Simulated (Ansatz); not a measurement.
IrO3 (ReO3 type, Pm-3m), LDA (plane waves, PAW; program Ansatz), all energies at zero smearing, with the estimated change up to a 700 eV cutoff added, with one set of potentials and settings (totals compare only within such a set). Cell of 4 atoms (1 Ir, 3 O): -13323.255 eV.

```
element                            reference phase  E (eV/atom)
-------  -----------------------------------------  -----------
Ir                      Fm-3m, 1 atoms in the cell  -11663.3971
O        C2/m, 4 atoms in the cell, spin-polarised    -552.6518
```

Formation energy per atom, worked out: (-13323.255 − 1×(-11663.3971) − 3×(-552.6518))/4 = -0.476 eV/atom (-46 kJ per mol of atoms), at 0 K, without zero-point energy or fitted corrections.

The workflow started from a Materials Project entry (that database holds measured and hypothetical structures alike); the Crystallography Open Database copy checked does not list it. Its standing as an ambient phase is unchecked. The LDA relaxation kept the symmetry of its start; its stability against distortions is not shown here. The run is not spin-polarised. The references are the lowest solids computed at this level, not always the standard phases (solids in place of the gases). Spin–orbit coupling is left out wherever it is not named.

Potentials: the later of the program's two PAW sets.
